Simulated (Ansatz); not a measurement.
**LaSi2Ni2, a known structure type with other elements, at an estimated volume**

```
Si Ni La
1.0
     0.00000    4.00836    0.00000
     4.00836    0.00000    0.00000
     2.00418    2.00418   -5.01682
Si Ni La
2 2 1
Direct
  0.37300 0.37300 0.25400
  0.62700 0.62700 0.74600
  0.75000 0.25000 0.50000
  0.25000 0.75000 0.50000
  0.00000 0.00000 0.00000
```

The numbers come from plane-wave PAW DFT (Ansatz): r2SCAN, no spin polarisation, 500 eV, 9×9×9 Γ-centred k points, fermi-dirac occupations (width 0.1 eV). Nothing was relaxed.

**Forces.** The largest is on Si1 (and as large on other atoms): 0.74 eV/Å, components (0.00, 0.00, -0.74). It makes 58° with the line to a nearest neighbour, Ni3 at 2.35 Å.
**Charges.** Bader charges in e: La +1.49, Si -0.32, Ni -0.43. In the mean La gives up most and Ni takes most.
**Stress.** The pressure is 0.6 GPa (compression positive), so with the atoms held at these fractions the cell would first expand. The principal stresses -3.2, 2.4, 2.4 GPa differ, so its shape would change too.
**Formation energy.** -0.75 eV an atom against the elements' usual phases (free molecules for gases, crystals otherwise, with no correction for O₂ or N₂), so it is bound against them; other compounds may still compete. Relaxing would lower it.
**Electronic structure.** It is a metal, with about 4.4 states/eV a cell as the mean within 0.25 eV of the Fermi level, mostly Ni d (51 %), Si p (21 %) and La d (19 %).

Origin: a known structure type with other elements, at an estimated volume, so it need not be a known compound. Caveats: no spin polarisation, so a magnetic state may lie lower; f levels without a U or exact exchange are poorly placed.
